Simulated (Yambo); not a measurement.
G0W0@LDA for Mg2ZnO3 (space group P-3m1, No. 164) in Yambo. Reference settings: 6×6×2 Γ-centred k mesh, bands 7 to 125 and a 8 Ry block in the screening, 125 bands in G with the Bruneval-Gonze terminator, plasmon pole fitted at 27.2 eV. The LDA gap A → Γ on this mesh is 2.87 eV; G0W0 gaps are taken between the same points.

With and without the terminator, as bands are cut:

| bands in G (in W) | gap, terminator (eV) | gap, none (eV) | valence shift, terminator (eV) | valence shift, none (eV) |
|---|---|---|---|---|
| 43 (43) | 5.536 | 5.460 | -0.963 | -0.575 |
| 57 (57) | 5.228 | 5.121 | -0.948 | -0.568 |
| 77 (77) | 5.070 | 4.975 | -0.982 | -0.666 |
| 100 (100) | 4.994 | 4.895 | -1.018 | -0.743 |
| 125 (125) | 4.960 | 4.878 | -1.049 | -0.832 |

Over this range the gap spans 0.576 eV with the terminator and 0.582 eV without, the valence shift 0.101 eV and 0.264 eV. Neither column has reached its limit for certain.

Geometry of the Materials Project entry, not relaxed at this level; primitive cell a = b = 3.0330 Å, c = 7.4033 Å, α = β = 90.00°, γ = 120.00°.

The structure is a Materials Project entry; no match was found in the copy of COD used, and its stability was not checked.

A shift is the quasiparticle energy of the state minus its LDA energy.
